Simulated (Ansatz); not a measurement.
LaMnSi with magnetization.spin_polarized, scf.max_iter changed

Level of theory: r2SCAN, collinear spin, scalar-relativistic; Ansatz, plane waves to 500 eV (PAW set soft_2), k-mesh 8×8×6. These are the settings of the reference run.

Cell:

```cif
data_structure
_symmetry_space_group_name_H-M 'P 1'
_symmetry_Int_Tables_number 1
_cell_length_a 4.3309
_cell_length_b 4.3309
_cell_length_c 7.1199
_cell_angle_alpha 90.000
_cell_angle_beta 90.000
_cell_angle_gamma 90.000
_cell_volume 133.54
loop_
_atom_site_label
_atom_site_type_symbol
_atom_site_fract_x
_atom_site_fract_y
_atom_site_fract_z
_atom_site_occupancy
La1 La 0.00000 0.50000 0.33014 1
La2 La 0.50000 0.00000 0.66986 1
Mn1 Mn 0.00000 0.00000 0.00000 1
Mn2 Mn 0.50000 0.50000 0.00000 1
Si1 Si 0.00000 0.50000 0.80311 1
Si2 Si 0.50000 0.00000 0.19689 1
```

The reference run of this cell is solved again as a single point with these keys changed:

| key | reference run | changed run |
| --- | --- | --- |
| magnetization.spin_polarized | true | yes please |
| scf.max_iter | not typed | 75 |

Question: How far do the results move?

Answer: It is refused before the calculation starts. Message: Error: YAML parse error: error: line 28 column 19: invalid boolean (strict mode expects true/false)
  --> <input>:28:19
   |
26 |   stress: true
27 | magnetization:
28 |   spin_polarized: "yes please"
   |                   ^ invalid boolean (strict mode expects true/false)
